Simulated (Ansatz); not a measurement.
**Ansatz 0.2.0, relaxation: Na₂TeO₂**

Input:

```yaml
crystal:
  lattice:
    - [3.846702, 0.0, 0.0]
    - [-1.923351, 3.331346, 0.0]
    - [0.0, 0.0, 6.746362]
  atoms:
    - { symbol: O, position: [0.3333, 0.6667, 0.62] }
    - { symbol: O, position: [0.6667, 0.3333, 0.38] }
    - { symbol: Te, position: [0.0, 0.0, 0.0] }
    - { symbol: Na, position: [0.3333, 0.6667, 0.29] }
    - { symbol: Na, position: [0.6667, 0.3333, 0.71] }
  symmetry: { tolerance: 0.0003 }
kpoints:
  mp_grid: { grid: [8, 8, 4], shift: [0, 0, 0] }
magnetization:
  spin_polarized: false
scf:
  occupations: { method: fermi_dirac }
  lower_state_search: "off"
hamiltonian:
  pseudopotentials: { kind: paw }
  xc: pbesol
basis:
  ecutwfc: 420
  fft_grid_basis: typed
relax:
  max_steps: 80
output:
  forces: true
  stress: true
  eigenvalues: true
  bader: true
  populations: true
  elf: true
  write_potential: true
  volumetric_format: npy
  dos:
    e_range: [-12, 8]
    de: 0.05
    projected: { site_lists: { Na: [Na], O: [O], Te: [Te] } }
  write_density: true
checkpoint:
  read: saved_state
```

Launch command:

```bash
ansatz run input.yaml --threads 2 --pin off --max-ram 3584MiB --backend cpu --events-out ev --progress --plain --runs-dir out
```

Origin of the cell: a known structure type with other elements, at an estimated volume, so it need not be a known compound.

The smearing width isn't typed, so it takes its default of 0.1 eV.

The saved state is a converged single point of the same cell.

Steps:

```
step  ΔF (meV/atom)  max force component (eV/Å)  SCF iterations  step was
   1            0.0                       1.229               6  accepted
   2         -180.4                       1.617               7  accepted
   3         -325.5                       1.420               6  accepted
   4         -441.2                       1.028               6  accepted
   5         -512.8                       0.670               6  accepted
   6         -557.7                       0.481               6  accepted
   7         -600.3                       0.468               5  accepted
   8         -641.1                       0.406               6  accepted
   9         -660.0                       0.125               6  accepted
  10         -660.4                       0.105               6  accepted
  11         -661.1                       0.004               5  accepted
  12         -661.1                       0.003               3  accepted
```

The starting structure.

Space group P-3m1 (No. 164); the run's cell has a = 3.847 Å, b = 3.847 Å, c = 6.746 Å, α = 90.00°, β = 90.00°, γ = 120.00°. Shortest distances: Na–O 2.23 Å, O–O 2.75 Å, Na–Te 2.96 Å, O–Te 3.39 Å, Na–Na 3.60 Å.

The relaxed structure.

Space group P-3m1 (No. 164); the run's cell has a = 3.847 Å, b = 3.847 Å, c = 6.746 Å, α = 90.00°, β = 90.00°, γ = 120.00°. Shortest distances: O–Te 2.43 Å, Na–O 2.47 Å, O–O 2.98 Å, Na–Te 3.03 Å, Na–Na 3.43 Å.

```xyz
5
Lattice="3.8467 0.0000 0.0000 -1.9234 3.3313 0.0000 0.0000 0.0000 6.7464" Properties=species:S:1:pos:R:3 pbc="T T T"
O     0.0000    2.2209    5.7560
O     1.9234    1.1104    0.9904
Te    0.0000    0.0000    0.0000
Na    0.0000    2.2209    2.0645
Na    1.9234    1.1104    4.6818
```

| Property | Result |
| --- | --- |
| Free energy lowered by | 661.1 meV/atom |
| Final pressure | 0.35 GPa |
| Relaxation steps listed | 12 |
| Formation energy (elements under the same functional, gases as molecules, uncorrected) | -0.677 eV/atom |
| Gap on the mesh | none (metal) |

Caveats: no spin, though holes on the anions or broken bonds may carry moments; no spin-orbit coupling, though heavy elements are present; the SCF threshold is looser than advised for a stress; the relaxation held the start's symmetry, so the end may be a saddle point.

Time: 43 s on 2 threads of Intel(R) Xeon(R) Platinum 8488C (Sapphire Rapids), on a shared host, peak memory 0.45 GiB, from a saved density.
